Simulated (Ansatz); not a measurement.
TiSi₂:
```
CELL_PARAMETERS angstrom
      0.00000     4.06118     4.22194
      2.36167     0.00000     4.22194
      2.36167     4.06118     0.00000
ATOMIC_POSITIONS crystal
  Ti 0.50000 0.50000 0.50000
  Ti 0.75000 0.75000 0.75000
  Si 0.83609 0.16391 0.83609
  Si 0.16391 0.83609 0.16391
  Si 0.41391 0.08609 0.41391
  Si 0.08609 0.41391 0.08609
```

Relaxed with LDA.

**Question.** Which orbitals make up the states near the Fermi level in LDA in the plane-wave PAW code Ansatz?

**Answer.** Within 0.5 eV of the Fermi level: Ti 3d 68 %, Si 3p 24 %. Projections are on Löwdin-orthogonalised atomic valence shells; empty p or d shells of many metals are not among them.

**Question.** Tabulate the density of states.

**Answer.** States/eV per cell of 6 atoms, in 0.25 eV bins, energy from the Fermi level.

```tsv
E (eV)	total	Ti 3d	Si 3p	Si 3s
-7.85	1.70	0.21	0.61	0.81
-7.60	1.26	0.16	0.47	0.58
-7.35	1.11	0.14	0.42	0.50
-7.10	1.06	0.13	0.41	0.47
-6.85	1.07	0.13	0.42	0.46
-6.60	1.15	0.14	0.45	0.50
-6.35	1.48	0.20	0.51	0.69
-6.10	1.49	0.19	0.55	0.67
-5.85	1.65	0.20	0.64	0.71
-5.60	1.09	0.16	0.46	0.40
-5.35	1.26	0.17	0.72	0.29
-5.10	1.57	0.18	1.05	0.23
-4.85	2.15	0.27	1.48	0.27
-4.60	2.03	0.30	1.28	0.32
-4.35	1.86	0.29	1.15	0.28
-4.10	1.93	0.31	1.19	0.27
-3.85	2.18	0.37	1.33	0.33
-3.60	2.29	0.40	1.41	0.33
-3.35	2.33	0.43	1.44	0.31
-3.10	2.34	0.50	1.40	0.29
-2.85	2.82	0.67	1.66	0.31
-2.60	3.06	0.76	1.83	0.30
-2.35	3.28	0.87	1.99	0.27
-2.10	4.50	1.40	2.62	0.29
-1.85	3.67	1.32	1.98	0.21
-1.60	4.31	1.77	2.16	0.18
-1.35	5.19	2.45	2.31	0.17
-1.10	5.83	3.29	2.13	0.15
-0.85	4.06	2.47	1.29	0.12
-0.60	3.21	2.02	0.94	0.10
-0.35	2.70	1.79	0.71	0.08
-0.10	2.43	1.69	0.56	0.06
0.15	1.77	1.24	0.40	0.05
0.40	1.28	0.88	0.29	0.04
0.65	1.74	1.23	0.36	0.04
0.90	2.93	2.13	0.56	0.06
1.15	3.18	2.30	0.57	0.13
1.40	3.73	2.82	0.49	0.16
1.65	1.72	1.21	0.27	0.13
1.90	1.60	0.86	0.47	0.17
2.15	2.52	1.38	0.78	0.22
2.40	3.73	2.29	0.97	0.27
2.65	5.73	3.58	1.19	0.53
2.90	7.76	5.18	1.24	0.81
3.15	6.32	4.23	0.93	0.73
3.40	4.07	2.35	0.66	0.57
3.65	4.19	1.94	0.90	0.61
3.90	4.83	2.11	1.12	0.65
4.15	5.24	2.22	1.48	0.54
4.40	5.93	2.26	1.93	0.62
```

Space group Fddd. Symmetry was held in the LDA relaxation. The run is not spin-polarised.

Potentials: the earlier of the program's two PAW sets.
